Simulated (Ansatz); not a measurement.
Relaxed BP (zinc blende):

```xyz
4
Lattice="0.0000 4.5366 4.5366 2.2683 2.2683 4.5366 2.2683 2.2683 0.0000" Properties=species:S:1:pos:R:3 pbc="T T T"
P      3.4024     7.9390     7.9390
P      3.4024     5.6707     5.6707
B      0.0000     0.0000     0.0000
B      2.2683     4.5366     6.8049
```

The atoms are displaced by Q × the pattern below (from a DFPT mode at X = (0.5, 0.5, 0.0), largest move 1; Q in Å), at fixed cell. It is one choice among 2 degenerate patterns. (q is in reciprocal vectors of the primitive cell; the cell shown is doubled to hold the pattern.)

| atom | x | y | z |
|---|---|---|---|
| P1 | 0.277 | 0.000 | 0.000 |
| P2 | -0.277 | 0.000 | 0.000 |
| B3 | 0.000 | -1.000 | 0.000 |
| B4 | 0.000 | 1.000 | 0.000 |

All values below come from r2SCAN (plane waves to 500 eV, PAW, scalar-relativistic; Ansatz, an electronic-structure program). k mesh 12×12×12 (Γ-centred), Fermi-Dirac smearing 0.05 eV. The energy includes the smearing's −TS. Stress and pressure are positive under compression. BP was relaxed with its symmetry unable to fall. ΔE is measured from the undisplaced structure.

| Q (Å) | −dE/dQ from forces (eV/Å) | P (GPa) | ΔE (meV/cell) |
|---|---|---|---|
| -0.180 | 8.856 | 6.24 | 799 |
| -0.150 | 7.393 | 4.34 | 555 |
| -0.120 | 5.921 | 2.78 | 355 |
| -0.090 | 4.443 | 1.56 | … |
| -0.060 | 2.963 | … | … |
| -0.030 | 1.482 | 0.17 | 22 |
| 0.000 | 0.000 | -0.01 | 0 |
| 0.030 | -1.482 | 0.17 | 22 |
| 0.060 | -2.963 | … | … |
| 0.090 | -4.443 | 1.56 | … |
| 0.120 | -5.921 | 2.78 | 355 |
| 0.150 | -7.393 | 4.34 | 555 |
| 0.180 | -8.856 | 6.24 | 799 |

Task: Complete the blanks.

Result: 
- -0.090, ΔE (meV/cell): 200
- -0.060, P (GPa): 0.69
- -0.060, ΔE (meV/cell): 89
- 0.060, P (GPa): 0.69
- 0.060, ΔE (meV/cell): 89
- 0.090, ΔE (meV/cell): 200

(For displaced atoms, the force is minus the slope of the energy, and its curvature is a force constant, which sets phonon frequencies.)
